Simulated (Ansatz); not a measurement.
This cell of Ge2Sb2Te5 (Ge2Sb2Te5-Kooi type, space group P-3m1) is off equilibrium:

```
CELL_PARAMETERS angstrom
      4.17593     0.00000     0.00000
     -2.08797     3.61646     0.00000
      0.00000     0.00000    17.15249
ATOMIC_POSITIONS crystal
  Te 0.00000 0.00000 0.00000
  Ge 0.66667 0.33333 0.10051
  Ge 0.33333 0.66667 0.89949
  Te 0.33333 0.66667 0.19894
  Te 0.66667 0.33333 0.80106
  Sb 0.00000 0.00000 0.31774
  Sb 0.00000 0.00000 0.68226
  Te 0.66667 0.33333 0.42005
  Te 0.33333 0.66667 0.57995
```

Calculation: PBE (plane waves to 420 eV, PAW, scalar-relativistic; Ansatz, a program for electronic structure). k mesh 9×9×2 (Γ-centred), Fermi-Dirac smearing 0.05 eV. The energy includes the smearing's −TS. Stress and pressure are positive under compression. Ge2Sb2Te5 was relaxed with its symmetry unable to fall. Spin-orbit coupling is left out, though Sb and Te are heavy. The PAW data are Ansatz's earlier set.

### Question
Give the stress tensor in GPa and the pressure.

### Answer
```
    3.4      0.0      0.0
    0.0      3.4      0.0
    0.0      0.0      2.2
```
The pressure, a third of the trace, is 3.0 GPa.

### Question
It is the relaxed cell scaled evenly to V/V₀ = 0.920, atoms relaxed where free. What is its energy relative to the relaxed cell?

### Answer
21 meV/atom.

(Under strain, the slope of the energy per volume gives the stress and its curvature an elastic modulus.)
